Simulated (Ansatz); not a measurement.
BaSi₂:
```yaml
crystal:
  lattice:
    - [4.08859, 0.00000, 0.00000]
    - [-2.04429, 3.54082, 0.00000]
    - [0.00000, 0.00000, 5.00201]
  atoms:
    - { symbol: Si, position: [0.33333, 0.66667, 0.50000] }
    - { symbol: Si, position: [0.66667, 0.33333, 0.50000] }
    - { symbol: Ba, position: [0.00000, 0.00000, 0.00000] }
```

Relaxed with PBEsol.

Question: Map the valence electron density (e/Å³), cut off at 0.4 on the plane through (0.333, 0.667, 0.500) spanned by u = [0, 0, 1] and v = [1, -1, 0] in lattice vectors, from DFT-PBEsol in the program Ansatz with PAW potentials.

Answer: x is the fraction of u, y of v (the angle between them is 90°; rows are the nearest grid lines); atoms in the plane: Si at (0.00, 0.00), Si at (0.00, 0.33), Ba at (0.50, 0.67).
```
y \ x   0.000  0.0800  0.200  0.280  0.360  0.440  0.560  0.640  0.720  0.800  0.920   1.00
------  -----  ------  -----  -----  -----  -----  -----  -----  -----  -----  -----  -----
1.00    0.043   0.199  0.316  0.159  0.082  0.053  0.053  0.082  0.159  0.316  0.199  0.043
0.914   0.310   0.356  0.236  0.129  0.081  0.066  0.066  0.081  0.129  0.236  0.356  0.310
0.857   0.278   0.251  0.149  0.111  0.129  0.186  0.186  0.129  0.111  0.149  0.251  0.278
0.771   0.098   0.091  0.096  0.233  0.400  0.400  0.400  0.400  0.233  0.096  0.091  0.098
0.686   0.053   0.053  0.117  0.400  0.400  0.400  0.400  0.400  0.400  0.117  0.053  0.053
0.629   0.057   0.056  0.113  0.400  0.400  0.400  0.400  0.400  0.400  0.113  0.056  0.057
0.543   0.122   0.113  0.099  0.180  0.400  0.400  0.400  0.400  0.180  0.099  0.113  0.122
0.457   0.327   0.304  0.175  0.113  0.100  0.119  0.119  0.100  0.113  0.175  0.304  0.327
0.371   0.111   0.256  0.299  0.152  0.080  0.054  0.054  0.080  0.152  0.299  0.256  0.111
0.314   0.062   0.216  0.312  0.157  0.081  0.053  0.053  0.081  0.157  0.312  0.216  0.062
0.229   0.400   0.400  0.234  0.123  0.071  0.051  0.051  0.071  0.123  0.234  0.400  0.400
0.143   0.400   0.400  0.206  0.111  0.067  0.050  0.050  0.067  0.111  0.206  0.400  0.400
0.0857  0.400   0.400  0.254  0.132  0.074  0.052  0.052  0.074  0.132  0.254  0.400  0.400
0.000   0.043   0.199  0.316  0.159  0.082  0.053  0.053  0.082  0.159  0.316  0.199  0.043
```

The density is the valence pseudo-density with augmentation charge, so density and ELF within about 1 Å of a nucleus are not all-electron values.

Space group P6/mmm. The workflow started from an entry of the Crystallography Open Database (COD), which files this formula under 2 space groups. Whether it is the stable phase at ambient conditions was not checked. Symmetry was held in the PBEsol relaxation; whether a distortion lowers the energy is not shown. Spin–orbit coupling is left out wherever it is not named.

Potentials: the later of the program's two PAW sets.
